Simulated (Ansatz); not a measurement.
Data:

MoPt:
```xyz
2
Lattice="2.7303 0.0000 0.0000 0.0000 2.7303 0.0000 0.0000 0.0000 4.1341" Properties=species:S:1:pos:R:3 pbc="T T T"
Pt     0.0000     0.0000     0.0000
Mo     1.3652     1.3652     2.0670
```

This is the PBE-relaxed structure.

### Question
All from the program Ansatz at the PBE level (PAW), unless another level is named. Predict the formation energy from the elements (no fitted shifts).

### Answer
-0.26 eV/atom.

### Question
Predict the density of states at the Fermi level.

### Answer
1.0 states/eV per atom (mean over ±0.08 eV).

### Question
Give the gap with spin–orbit coupling.

### Answer
none (metallic).

Space group P4/mmm (L1₀ or tetragonal B2). The start of the workflow was typed in or built on a structure type; neither database checked (COD, Materials Project) lists it. Whether it is the stable phase at ambient conditions was not checked. The cell was relaxed with PBE under the symmetry of its start; whether a distortion lowers the energy is not shown. The run is not spin-polarised. The references are the lowest solids computed at this level, not always the standard phases. Spin–orbit coupling is left out wherever it is not named.

Potentials: the earlier of the program's two PAW sets.
